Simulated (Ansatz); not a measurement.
Ge2Rh:
```
CELL_PARAMETERS angstrom
     -1.70336     1.70336     4.11958
      1.70336    -1.70336     4.11958
      1.70336     1.70336    -4.11958
ATOMIC_POSITIONS crystal
  Rh 0.00000 0.00000 0.00000
  Ge 0.33923 0.33923 0.00000
  Ge 0.66077 0.66077 0.00000
```

Relaxed with PBE. Special points in fractions of this cell's reciprocal vectors: Γ (0.000, 0.000, 0.000); X (0.000, 0.000, 0.500); P (0.250, 0.250, 0.250); N (0.000, 0.500, 0.000); M (0.500, 0.500, -0.500); S (0.293, 0.707, -0.293); S0 (-0.293, 0.293, 0.293); R (-0.085, 0.085, 0.500); G (0.500, 0.500, -0.085).

Question: List the band energies nearest the Fermi level at these points for PBE in the plane-wave PAW code Ansatz.

Answer: In eV from the Fermi level; about four levels below and three above (degenerate sets whole), none deeper than 8.9 eV; points with the same levels are listed once.

| k | below | above |
|---|---|---|
| Γ | -3.28 -3.15 -3.15 -1.83 | 0.97 1.99 2.83 2.83 |
| X | -3.36 -1.51 -0.94 -0.58 | 0.82 1.43 2.83 |
| P | -2.57 -2.57 -1.64 -0.94 | 1.50 1.90 2.57 2.57 |
| N | -3.22 -3.07 -2.08 -0.88 | 0.26 3.30 3.63 |
| M | -2.24 -2.24 -1.82 -0.68 -0.68 | 1.62 4.64 6.27 |
| S | -3.18 -2.79 -2.05 -1.07 | 1.95 2.67 2.92 |
| R | -3.29 -2.36 -1.00 -0.62 | 0.45 2.62 3.57 |

Space group I4/mmm (MoSi2 or CaC2 type). A made-up cell: these elements were put on the sites of a structure type; neither database checked (COD, Materials Project) lists it. Its standing as an ambient phase is unchecked. The PBE relaxation kept the symmetry of its start; whether a distortion lowers the energy is not shown. The run is not spin-polarised. Spin–orbit coupling is left out wherever it is not named.

Potentials: the later of the program's two PAW sets.
